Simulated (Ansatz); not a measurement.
The start is a relaxed KTaO3 cell shaken by Gaussian noise of σ = 0.08 Å a coordinate. The cell and all atomic positions are relaxed at zero pressure with PBE (plane waves to 420 eV, PAW, scalar-relativistic; Ansatz, a quantum-chemistry and plane-wave program). First-step values are on the input's coarse k-mesh.

Ansatz input (later rounds restart from its end on a renewed k-mesh):
Ansatz 0.2 input:
```yaml
crystal:
  lattice:
    - [5.8352914172, 0, 0]
    - [-2.9176457086, 5.0535106057, 0]
    - [0, 0, 4.7961212419]
  atoms:
    - { symbol: K, position: [0.30804364, 0.6363017646, 0.5085056781] }
    - { symbol: K, position: [0.6673013199, 0.3259652867, 0.4821618729] }
    - { symbol: O, position: [0.0693606129, 0.6510649166, 0.0133883086] }
    - { symbol: O, position: [0.3417271648, 0.4258213371, 0.0128282533] }
    - { symbol: O, position: [0.5675028305, 0.9193962955, -0.0103936295] }
    - { symbol: O, position: [0.9194123388, 0.3448631965, 0.0025236469] }
    - { symbol: O, position: [0.6669368714, 0.6104959152, 0.0011408316] }
    - { symbol: O, position: [0.4505312887, 0.0818994792, -0.0114788909] }
    - { symbol: Ta, position: [-0.0067003372, -0.016108993, 0.2632804753] }
    - { symbol: Ta, position: [0.0148379476, -0.0149989426, 0.7453175943] }
basis: { ecutwfc: 420, ecutrho_ratio: 4, xc_grid: 2, fft_grid_basis: typed }
kpoints: { mp_grid: { grid: [5, 5, 5] } }
hamiltonian:
  xc: pbe
  dispersion: none
  pseudopotentials: { azcp: { folder: ./paw }, kind: paw }
scf: { occupations: { method: fermi_dirac, width: 0.05 } }
relax: { f_tol: 0.01, max_steps: 100, cell: { stress_tol: 0.02 } }
output: { forces: true, stress: true }
```

Problem. How much energy is released per atom?

Solution. About 2.1 eV/atom.

Problem. How does the volume change?

Solution. +42.7 %, from 14.14 to 20.19 Å³/atom.

Problem. Is the parent structure recovered?

Solution. It does not go back: it reaches P-1 (No. 2), 2.06 eV/atom below the parent.

Problem. How do the shortest distances between atoms change?

Solution. The closest pairs of elements (up to four, under 3.6 Å), start → end: O–O 1.42 → 1.45 Å; O–Ta 2.41 → 1.80 Å; Ta–Ta 2.32 → 3.07 Å; K–O 2.70 → 2.67 Å.

Problem. What does it relax into? Give the structure.

Solution. 
```
CELL_PARAMETERS angstrom
      4.77786     0.00000     0.00000
      0.54805     6.70865     0.00000
      2.34789     1.64470     6.29826
ATOMIC_POSITIONS crystal
  K  0.70597 0.06255 0.71647
  K  0.29403 0.93745 0.28353
  O  0.80270 0.17999 0.29939
  O  0.47213 0.68767 0.01547
  O  0.49885 0.44965 0.60713
  O  0.19730 0.82001 0.70061
  O  0.52787 0.31233 0.98453
  O  0.50115 0.55035 0.39287
  Ta 0.30868 0.58304 0.84923
  Ta 0.69132 0.41696 0.15077
```

Final values are on a 7×5×5 k-mesh of the relaxed cell. The start holds a very short contact (O–O 1.42 Å). The relaxed cell holds bonded O–O pairs (1.45 Å). No spin polarisation in the result.

The relaxed structure here is a generated cell of KTaO3: the first start was made by a random draw of sites in a space group, and the end was not matched to a known phase here, so it may be hypothetical. Known forms of KTaO3 include space group No. 221.
